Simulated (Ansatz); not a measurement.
Property card for GaSb

GaSb:
```
CELL_PARAMETERS angstrom
      4.32891     0.00000     0.00000
     -2.16445     3.74894     0.00000
      0.00000     0.00000    14.20170
ATOMIC_POSITIONS crystal
  Ga 0.66667 0.33333 0.99976
  Sb 0.66667 0.33333 0.18774
  Ga 0.00000 0.00000 0.25048
  Sb 0.00000 0.00000 0.43702
  Ga 0.33333 0.66667 0.49976
  Sb 0.33333 0.66667 0.68774
  Ga 0.00000 0.00000 0.75048
  Sb 0.00000 0.00000 0.93702
```

Space group P6_3mc (No. 186); conventional cell a = b = 4.329 Å, c = 14.202 Å, α = β = 90.00°, γ = 120.00°.

Method: plane-wave PAW r²SCAN (Ansatz code). Geometry: relaxed at this level of theory. Other levels are named where they apply.

### Cell and energy

```json
{
 "volume_per_atom": "28.81 Å³",
 "density": "5.52 g/cm³",
 "Formation energy from the elements (no fitted shifts)": "-0.23 eV/atom"
}
```

### Electronic structure

```json
{
  "band_gap": "0.42 eV (direct)",
  "valence_band_maximum": "at Γ",
  "conduction_band_minimum": "at Γ",
  "electron_effective_mass": "0.025 mₑ (isotropic)",
  "Electron effective mass with spin–orbit coupling": "0.017, 0.017, 0.018 mₑ (principal values)",
  "Weight of the conduction-edge state by species (Voronoi cells)": "Ga 60 %, Sb 40 %",
  "Hole effective mass, band 1 of 2 at the edge": "0.69 along x, 0.60 along z (mₑ)",
  "Hole effective mass, band 2 of 2 at the edge": "0.023 along x, 0.60 along z (mₑ)",
  "Hole effective mass with spin–orbit coupling": "0.022, 0.022, 0.57 mₑ (principal values)",
  "Weight of the valence-edge state by species (Voronoi cells)": "Sb 69 %, Ga 31 %",
  "HSE06 gap on the r²SCAN cell": "0.80 eV",
  "Gap with spin–orbit coupling": "0.21 eV"
}
```

### Mechanics

```json
{
 "Bulk modulus (Birch–Murnaghan fit)": "52.7 GPa",
 "Pressure derivative B′": "4.9",
 "Elastic constants (relaxed ions, GPa)": "C11 = 104, C12 = 33.2, C13 = 22.2, C33 = 117, C44 = 29.3",
 "mechanical_stability": "stable (all eigenvalues of C positive)",
 "hill_bulk_and_shear_moduli": "53.3 and 34.7 GPa",
 "Young's modulus": "85.6 GPa",
 "Poisson's ratio": "0.23",
 "debye_temperature_from_the_elastic_constants": "270 K",
 "Piezoelectric stress constants (proper, relaxed ions, C/m²)": "e15 = e24 = 0.13, e31 = e32 = 0.12, e33 = -0.31"
}
```

### Charges

```json
{
 "bader_charges": "Ga +0.38, Sb -0.38 e"
}
```

The start of the workflow was typed in or built on a structure type; the Crystallography Open Database copy checked does not list it. It is not the phase usual at ambient conditions (space group No. 216). The cell was relaxed with r²SCAN under the symmetry of its start; its stability against distortions is not shown here. The references are the lowest solids computed at this level, not always the standard phases. Spin–orbit coupling is left out wherever it is not named.

Potentials: the earlier of the program's two PAW sets.
